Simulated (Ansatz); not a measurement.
A free-standing Janus 1T monolayer of CdFCl was relaxed with 5 functionals in Ansatz 0.2.0, cell and atoms free, the symmetry of the start kept (meshes: PBE 12×12×1, r2SCAN 12×12×1, PBEsol 12×12×1, LDA 12×12×1, HSE06 6×6×1). Simulation only: spin-unpolarised, and no claim that this is the phase found in nature.

The PBE result:
```
CELL_PARAMETERS angstrom
3.71444 0.00000 0.00000
-1.85722 3.21680 0.00000
0.00000 0.00000 28.90162
ATOMIC_POSITIONS crystal
Cd 0.00000 0.00000 0.31797
F 0.33333 0.66667 0.35043
Cl 0.66667 0.33333 0.26580
```
Periodic in the plane only; c spans the vacuum.

The sheet's in-plane cell has a = 3.714 Å, b = 3.714 Å (γ = 120.0°), and its outermost atoms lie 2.45 Å apart along the normal. Around Cd lie 3 F at 2.34 Å and 3 Cl at 2.62 Å; around F lie 3 Cd at 2.34 Å; around Cl lie 3 Cd at 2.62 Å.

Problem. Order the functionals by the relaxed area, smallest first.
A. r2SCAN
B. HSE06
C. PBEsol
D. PBE
E. LDA

Solution. E (3.71 Å²/atom), C (3.83 Å²/atom), A (3.87 Å²/atom), B (3.92 Å²/atom), D (3.98 Å²/atom).

Problem. How does the cell change with r2SCAN?

Solution. a = 3.662 Å; the area differs by -2.8 % from PBE's. Cd is surrounded by 3 F at 2.31 Å and 3 Cl at 2.60 Å; F is surrounded by 3 Cd at 2.31 Å; Cl is surrounded by 3 Cd at 2.60 Å.

Problem. What lattice does LDA give?

Solution. a = 3.584 Å; the area differs by -6.9 % from PBE's. Cd has 3 F at 2.26 Å and 3 Cl at 2.55 Å; F has 3 Cd at 2.26 Å; Cl has 3 Cd at 2.55 Å.

Problem. Held at the r2SCAN cell, what mean stress do LDA and PBE find, and does its sign point to their own minimum?

Solution. Yes. LDA -2.18 N/m, and its relaxed area is -4.2 % from r2SCAN's; PBE +1.36 N/m, and its relaxed area is +2.9 % from r2SCAN's. Compression counts positive, so a positive stress asks for a larger cell.
